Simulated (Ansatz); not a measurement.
Al₂ZnS₄:
```
CELL_PARAMETERS angstrom
      0.00000     4.98708     4.98708
      4.98708     0.00000     4.98708
      4.98708     4.98708     0.00000
ATOMIC_POSITIONS crystal
  Al 0.62500 0.62500 0.12500
  Al 0.62500 0.12500 0.62500
  Al 0.62500 0.62500 0.62500
  Al 0.12500 0.62500 0.62500
  Zn 0.25000 0.25000 0.25000
  Zn 0.00000 0.00000 0.00000
  S  0.84779 0.38407 0.38407
  S  0.86593 0.86593 0.40221
  S  0.38407 0.84779 0.38407
  S  0.86593 0.86593 0.86593
  S  0.38407 0.38407 0.38407
  S  0.86593 0.40221 0.86593
  S  0.38407 0.38407 0.84779
  S  0.40221 0.86593 0.86593
```

Relaxed with PBEsol.

Q: Give the Bader charges and basin volumes of the independent atoms, DFT-PBEsol in the program Ansatz with PAW potentials.

A: 

| atom | Bader charge (e) | Bader volume (Å³) |
|---|---|---|
| Al1 | +2.29 | 4.8 |
| Zn5 | +0.88 | 13.8 |
| S7 | -1.36 | 25.1 |

Space group Fd-3m (spinel). The first step of the workflow began from a Materials Project structure, measured or hypothetical; the Crystallography Open Database files this formula in space group No. 227, but the cells were not matched. Whether it is the stable phase at ambient conditions was not checked. Symmetry was held in the PBEsol relaxation; whether a distortion lowers the energy is not shown.

Potentials: the later of the program's two PAW sets.
